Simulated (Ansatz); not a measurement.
SnSe$_{2}$ (CdI2 type)

```yaml
crystal:
  lattice:
    - [7.65139, 0.00000, 0.00000]
    - [-1.91285, 3.31315, 0.00000]
    - [0.00000, 0.00000, 6.22880]
  atoms:
    - { symbol: Sn, position: [0.00000, 0.00000, 0.00000] }
    - { symbol: Sn, position: [0.50000, 0.00000, 0.00000] }
    - { symbol: Se, position: [0.16667, 0.66667, 0.25298] }
    - { symbol: Se, position: [0.66667, 0.66667, 0.25298] }
    - { symbol: Se, position: [0.33333, 0.33333, 0.74702] }
    - { symbol: Se, position: [0.83333, 0.33333, 0.74702] }
```

Scan: atom 1 (Sn, nearest neighbour Se at 2.713 Å; its periodic images, 3.8 Å or more away, move with it) is displaced along Cartesian x, direction (1.000, 0.000, 0.000) in Cartesian axes, by s. The other atoms stay.

These are r2SCAN+rVV10 (plane waves to 500 eV, PAW, scalar-relativistic; Ansatz, a quantum-chemistry and plane-wave program) values and carry that method's errors. k mesh 4×8×5 (Γ-centred), Fermi-Dirac smearing 0.05 eV. The energy includes the smearing's −TS. SnSe2 was relaxed with its symmetry unable to fall. The PAW data are Ansatz's earlier set. The zero of ΔE is the undisplaced structure.

Successive frames, forces in eV/Å:

| frame | ΔE (meV/cell) | F on Sn1 | F on Sn2 | F on Se3 | F on Se4 | F on Se5 | F on Se6 |
|---|---|---|---|---|---|---|---|
| s = -0.216 Å | 220 | (2.057, 0.448, 0.305) | (-0.849, -0.448, -0.310) | (-0.308, -0.007, -0.250) | (-0.321, -0.196, 0.500) | (-0.064, -0.021, 0.234) | (-0.515, 0.224, -0.478) |
| s = -0.162 Å | 123 | (1.527, 0.337, 0.231) | (-0.635, -0.337, -0.233) | (-0.247, 0.011, -0.203) | (-0.213, -0.125, 0.341) | (-0.068, -0.027, 0.194) | (-0.364, 0.141, -0.329) |
| s = -0.108 Å | 54 | (1.011, 0.225, 0.155) | (-0.422, -0.225, -0.156) | (-0.176, 0.019, -0.148) | (-0.124, -0.070, 0.206) | (-0.059, -0.026, 0.143) | (-0.228, 0.077, -0.201) |

Question: What are the energy and the forces in the next frame, s = -0.054 Å?

Answer: ΔE (meV/cell) = 14.

```csv
atom,Fx,Fy,Fz
Sn1,0.503,0.112,0.078
Sn2,-0.211,-0.112,-0.078
Se3,-0.094,0.016,-0.081
Se4,-0.053,-0.029,0.092
Se5,-0.037,-0.018,0.080
Se6,-0.107,0.030,-0.091
```

(For displaced atoms, the force is minus the slope of the energy, and its curvature is a force constant, which sets phonon frequencies.)
